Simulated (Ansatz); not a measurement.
The relaxed structure here is a generated cell of Zr: the first start was made by placing the elements on the sites of a structure type, and the end was not matched to a known phase here, so it may be hypothetical. Known forms of Zr include space group No. 194.

The end point of a relaxation of Zr. Space group Pa-3 (No. 205). All values below come from PBE (plane waves to 420 eV, PAW, scalar-relativistic; Ansatz, a program for electronic structure).

```cif
data_Zr8
_chemical_formula_sum 'Zr8'
_space_group_name_H-M_alt 'Pa-3'
_space_group_IT_number 205
_space_group_name_Hall '-P 2ac 2ab 3'
_cell_length_a 5.71450
_cell_length_b 5.71450
_cell_length_c 5.71450
_cell_angle_alpha 90.000
_cell_angle_beta 90.000
_cell_angle_gamma 90.000
loop_
_atom_site_label
_atom_site_type_symbol
_atom_site_symmetry_multiplicity
_atom_site_Wyckoff_symbol
_atom_site_fract_x
_atom_site_fract_y
_atom_site_fract_z
_atom_site_occupancy
Zr1 Zr 8 c 0.14989 0.14989 0.14989 1
```

| Quantity | Value |
|---|---|
| Volume per atom | 23.33 Å³ |
| Band gap | no gap (metallic) |
| Shortest distances | Zr–Zr 2.97 Å |
| k-mesh | 8×8×8 |

No spin polarisation in the result.

The run could not lose the symmetry of its start, so the end can be a saddle point.
